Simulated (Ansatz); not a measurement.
MoSe2:
```
CELL_PARAMETERS angstrom
      3.27697     0.00000     0.00000
     -1.63848     2.83794     0.00000
      0.00000     0.00000    12.73538
ATOMIC_POSITIONS crystal
  Se 0.33333 0.66667 0.61856
  Se 0.66667 0.33333 0.11856
  Se 0.33333 0.66667 0.88144
  Se 0.66667 0.33333 0.38144
  Mo 0.33333 0.66667 0.25000
  Mo 0.66667 0.33333 0.75000
```

Relaxed with PBE+D3(BJ).

Q: Give the Bader charges and basin volumes of the independent atoms, PBE+D3(BJ) (plane waves, PAW; program Ansatz).

A: 

| atom | Bader charge (e) | Bader volume (Å³) |
|---|---|---|
| Se1 | -0.48 | 22.6 |
| Mo5 | +0.96 | 13.9 |

Space group P6_3/mmc. The PBE+D3(BJ) relaxation kept the symmetry of its start. No spin polarisation was allowed.

Potentials: the later of the program's two PAW sets.
